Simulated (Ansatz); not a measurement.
NbRu:
```xyz
2
Lattice="3.1393 0.0000 0.0000 0.0000 3.1393 0.0000 0.0000 0.0000 3.1393" Properties=species:S:1:pos:R:3 pbc="T T T"
Ru     1.5696     1.5696     1.5696
Nb     0.0000     0.0000     0.0000
```

Relaxed with PBEsol. Special points in fractions of this cell's reciprocal vectors: Γ (0.000, 0.000, 0.000); X (0.000, 0.500, 0.000); M (0.500, 0.500, 0.000); R (0.500, 0.500, 0.500).

**Question.** List the band energies nearest the Fermi level at these points for the program Ansatz at the PBEsol level (PAW).

**Answer.** In eV from the Fermi level; about four levels below and three above (degenerate sets whole), none deeper than 8.9 eV; points with the same levels are listed once.

```
k                          below                     above
-  -----------------------------  ------------------------
Γ  -6.00 -6.00 -2.40 -2.40 -2.40  0.85 0.85 3.58 3.58 3.58
X  -2.30 -2.30 -1.35 -0.29 -0.29            1.08 1.77 4.35
M        -5.78 -4.14 -4.14 -0.27            0.10 1.13 1.13
R  -3.01 -3.01 -3.01 -0.18 -0.18            3.53 3.53 7.23
```

Space group Pm-3m (CsCl type). The workflow started from an entry of the Crystallography Open Database (COD), which files this formula under 2 space groups. Whether it is the stable phase at ambient conditions was not checked. The cell was relaxed with PBEsol under the symmetry of its start. At this level the phase is mechanically unstable. No spin polarisation was allowed. Scalar-relativistic: spin–orbit coupling is off unless named, which matters more the heavier the elements.

Potentials: the later of the program's two PAW sets.
